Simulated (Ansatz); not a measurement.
**What settings do to one calculation: (111) superlattice of 4 and 2 atomic planes of zincblende InAs and GaSb, in-plane a of GaSb, 6 atoms**

Ansatz (PAW, plane waves), atoms fixed. The base input:

```yaml
crystal:
  lattice:
    - [3.056697, -3.056697, 0.000000]
    - [0.000000, 3.056697, -3.056697]
    - [6.082995, 6.082995, 6.082995]
  atoms:
    - { symbol: In, position: [0.995851, 0.994576, 0.001977] }
    - { symbol: In, position: [0.333565, 0.671866, 0.332777] }
    - { symbol: As, position: [0.998711, 0.998868, 0.245061] }
    - { symbol: As, position: [0.332410, 0.668862, 0.584351] }
    - { symbol: Ga, position: [0.662106, 0.327760, 0.667853] }
    - { symbol: Sb, position: [0.668860, 0.329043, 0.916983] }
kpoints:
  mp_grid: { grid: [4, 4, 2] }
hamiltonian:
  xc: pbesol
scf:
  occupations: { method: fermi_dirac, width: 0.01 }
output:
  forces: true
  eigenvalues: true
  stress: true
  populations: true
```

Command:

```sh
ansatz run in.yaml --threads 7 --pin off --max-ram 13300MiB --runs-dir r --events-out ev --progress --plain
```

It converged in 7 iterations and 3.2 s of wall time on 7 threads of a Neoverse-V2 processor, on a host shared with other runs; peak host memory 0.85 GiB; largest force component 0.76 eV/Å, pressure 1.20 GPa. The cutoff was the default, 420 eV. The base isn't a converged reference: it has few k points, and its atoms are unrelaxed. Each run below changes the keys shown and caps the iterations.

| run | changed | ending | iterations | free energy less the base (meV per atom) | rms change of forces (eV/Å) | change of pressure (GPa) | wall time (s, shared host) |
| --- | --- | --- | --- | --- | --- | --- | --- |
| 1 | dispersion rvv10, accuracy low, max_iter 70 | refused | – | – | – | – | – |
| 2 | dr2_threshold 0.001, accuracy high, max_iter 50 | converged | 6 | 0.0 | 0.000 | 0.00 | 2.5 CPU |
| 3 | accuracy low (cutoff and grids as in the base), max_iter 50 | converged | 7 | 0.0 | 0.000 | 0.00 | 2.7 CPU |
| 4 | width 2.0 eV, max_iter 50 | converged | 8 | -2784.3 | 0.054 | 13.57 | 7.3 CPU |
| 5 | dispersion d4, mixing algorithm linear, max_iter 60 | refused | – | – | – | – | – |
| 6 | mixing algorithm broyden, ecutrho_ratio 3, max_iter 70 | converged | 8 | 0.0 | 0.000 | 0.00 | 2.7 CPU |
| 7 | mixing algorithm anderson, max_iter 70 | converged | 8 | 0.0 | 0.000 | 0.00 | 2.7 CPU |
| 8 | ecutrho_ratio 8, xc lda, width 2.0 eV, max_iter 90 | converged | 8 | other zero | 0.074 | 12.10 | 6.9 CPU |
| 9 | mixing algorithm msr1, mixing beta 0.2, max_iter 50, total_charge -1 | converged | 11 | other zero | 0.128 | 1.03 | 3.6 CPU |
| 10 | max_iter 70, total_charge 2 | converged | 9 | other zero | 0.273 | 1.65 | 3.4 CPU |

«Other zero»: another functional, charge or dispersion term moves the zero of energy, so the difference says nothing of accuracy.

Which changes leave the result alone, and which of the same physical model moves the forces most?

The forces move by under 0.002 eV/Å in runs 2, 3, 6, 7. Run 4 (width 2.0 eV, max_iter 50) moves them most among the runs with the same functional, charge and dispersion term, by 0.054 eV/Å.

Why did some runs give no result?

- run 1: inconsistent input (hamiltonian.dispersion, hamiltonian.xc): `dispersion: rvv10` has no transferable b for PBE exchange — Sabatini et al. (2013) fitted b=6.3 to rPW86, and the PBE refits of Peng & Perdew (2017) are task-dependent (b=6.6 S22 / b=10.0 layered). …
- run 5: YAML parse error: error: line 21 column 24: unknown variant `linear`, expected one of auto, anderson, broyden, msr1
